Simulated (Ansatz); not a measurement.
The calculation used DFT PBE, scalar-relativistic, plane waves, PAW in Ansatz. Settings: cutoff 420 eV, Γ-centred meshes spaced at most about 0.3 Å⁻¹, and about 0.25 Å⁻¹ or finer for metals (2π included), Gaussian smearing. No spin polarisation in the final relaxations.

All energies are static (0 K, no zero-point motion). All come from trial cells, and lower structures may exist.

Task: Order these relaxed structures of Zr2SiC2 by energy, lowest first, with the energy over the lowest of them.
1.

```xyz
5
Lattice="-2.3012 2.3012 3.6765 2.3012 -2.3012 3.6765 2.3012 2.3012 -3.6765" Properties=species:S:1:pos:R:3 pbc="T T T"
Zr    0.0000    2.3012    1.8383
Zr    2.3012    0.0000    1.8383
Si    0.0000    0.0000    3.6765
C     0.0000    0.0000    5.5737
C     0.0000    0.0000    1.7793
```

2.

```xyz
5
Lattice="3.7901 0.0000 0.0000 -1.8950 3.2823 0.0000 0.0000 0.0000 6.6755" Properties=species:S:1:pos:R:3 pbc="T T T"
Zr    0.0000    2.1882    1.6781
Zr    1.8950    1.0941    4.9974
Si    0.0000    0.0000    3.3378
C     0.0000    0.0000    5.3212
C     0.0000    0.0000    1.3544
```

3.

```xyz
5
Lattice="-1.5507 2.7332 3.6282 1.5507 -2.7332 3.6282 1.5507 2.7332 -3.6282" Properties=species:S:1:pos:R:3 pbc="T T T"
Zr    1.5507    0.0000    2.2129
Zr    0.0000    2.7332    1.4153
Si    0.0000    0.0000    0.0000
C     0.0000    1.3399    3.6282
C     1.5507    1.3933    0.0000
```

4.

```xyz
5
Lattice="3.9024 0.0000 0.0000 -1.8546 3.4764 0.0000 -0.1575 -2.1881 5.8033" Properties=species:S:1:pos:R:3 pbc="T T T"
Zr    0.0222    1.1408    1.1619
Zr    1.7983    0.1675    4.6437
Si   -1.6787    2.3052    2.9052
C    -0.2008   -1.0196    4.7450
C     1.9061    2.3649    1.0524
```

Result: 4 (0 meV/atom), 3 (129 meV/atom), 1 (143 meV/atom), 2 (461 meV/atom). Forms: 4 P1; 3 Immm; 1 I4/mmm; 2 P-3m1. Counting C atoms around Si and Zr (those within 1.25 times the shortest such distance or 1.15 times the sum of covalent radii): cell 4 has Zr 4, Si 2; cell 3 has Zr 6, Si 4; cell 1 has Zr 4, Si 2; cell 2 has Zr 3, Si 2.

For metals, differences of a few meV/atom aren't resolved. Cells relaxed within their symmetry can be saddle points. The P1 cell of Zr2SiC2 came from shaking the P-3m1 one. Some candidate types were left out of the draw beforehand, so a known form may be missing.
